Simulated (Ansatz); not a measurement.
A geometry of TiC away from equilibrium: step 2 of the relaxation of a relaxed TiC cell displaced along its unstable phonon at q = (½, ½, 0) of its primitive reciprocal cell (126i cm⁻¹), largest move 0.15 Å. Computed with PBEsol (plane waves to 420 eV, PAW, scalar-relativistic; Ansatz, a quantum-chemistry and plane-wave program). Γ-centred k-mesh 8×8×12 on the run's cell (coarser than for final values), Fermi–Dirac smearing 0.05 eV.

```xyz
8
Lattice="7.9406 0.0001 0.0000 3.9704 3.9704 0.0000 0.0000 0.0000 2.6098" Properties=species:S:1:pos:R:3:forces:R:3 pbc="T T T" free_energy=-10882.526 pressure_GPa=0.1
C      7.8530     1.9969     0.7642   -0.1629    0.0251   -0.0806
C      4.0579     1.9736     0.7642    0.1629   -0.0251   -0.0806
C      1.9735     0.0876     1.8456   -0.0251    0.1629    0.0806
C      5.9671    -0.0875     1.8456    0.0251   -0.1629    0.0806
Ti     0.0000     0.0000     0.0270    0.0000    0.0000    0.0601
Ti     3.9703     0.0000    -0.0270    0.0000    0.0000   -0.0601
Ti     1.9852     1.9852     0.2047    0.0000    0.0000    0.5087
Ti     5.9555     1.9852    -0.2047    0.0000    0.0000   -0.5087
```

Positions in Å, forces in eV/Å, free energy of the cell in eV (comparable only within this code, potentials and settings). Largest force: 0.51 eV/Å, on Ti7, Ti8 (atoms numbered as listed); the geometry lies 0.43 eV/atom above the end of its relaxation.

No spin polarisation in the result.

The run could not lose the symmetry of its start, so the end can be a saddle point.

The end of the path is a generated cell of TiC: the first start was made by placing the elements on the sites of a structure type, and the end was not matched to a known phase here, so it may be hypothetical. Known forms of TiC include space group No. 225.
